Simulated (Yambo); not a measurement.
**SnF₃: sweep of GW parameters**

G0W0@PBEsol for SnF3 (space group Fm-3m, No. 225) in Yambo. Reference settings: 2×2×2 Γ-centred k mesh, 309 bands and a 8 Ry block in the screening, 309 bands in G with the Bruneval-Gonze terminator, plasmon pole fitted at 27.2 eV. The PBEsol gap X → L on this mesh is 2.73 eV; G0W0 gaps are taken between the same points.

```json
[
 {"change from the reference": "reference settings", "G0W0 gap X → L (eV)": "5.05", "shift of the valence edge (eV)": "-1.38", "rough Yambo cost": "1"},
 {"change from the reference": "117 bands in W, 117 bands in G", "G0W0 gap X → L (eV)": "5.14", "shift of the valence edge (eV)": "-1.18", "rough Yambo cost": "about 1/3"},
 {"change from the reference": "117 bands in G", "G0W0 gap X → L (eV)": "5.06", "shift of the valence edge (eV)": "-1.38", "rough Yambo cost": "–"},
 {"change from the reference": "197 bands in G", "G0W0 gap X → L (eV)": "5.06", "shift of the valence edge (eV)": "-1.39", "rough Yambo cost": "–"},
 {"change from the reference": "3 Ry block", "G0W0 gap X → L (eV)": "5.01", "shift of the valence edge (eV)": "-1.33", "rough Yambo cost": "about 1/2"},
 {"change from the reference": "2 Ry block", "G0W0 gap X → L (eV)": "5.11", "shift of the valence edge (eV)": "-1.38", "rough Yambo cost": "about 1/2"},
 {"change from the reference": "7 Ry block", "G0W0 gap X → L (eV)": "5.03", "shift of the valence edge (eV)": "-1.37", "rough Yambo cost": "within a factor of two"},
 {"change from the reference": "no terminator", "G0W0 gap X → L (eV)": "5.00", "shift of the valence edge (eV)": "-1.20", "rough Yambo cost": "–"}
]
```

The reference isn't shown to be the converged limit. Costs are rough (shared machines), scaled to the same edge states, and given only for runs that recompute the screening.

Spin-orbit splittings are left out.

The standard potential for Sn keeps a d shell in the valence without the s and p states of that shell. In tests on such compounds this moved G0W0 gaps by up to about 0.9 eV, so absolute quasiparticle energies here are unreliable; differences between settings are what counts.

Geometry relaxed with PBE+D3(BJ); primitive cell a = 6.1950 Å, b = 6.1950 Å, c = 6.1950 Å, α = 60.00°, β = 60.00°, γ = 60.00°.

A shift is the quasiparticle energy of the state minus its PBEsol energy.
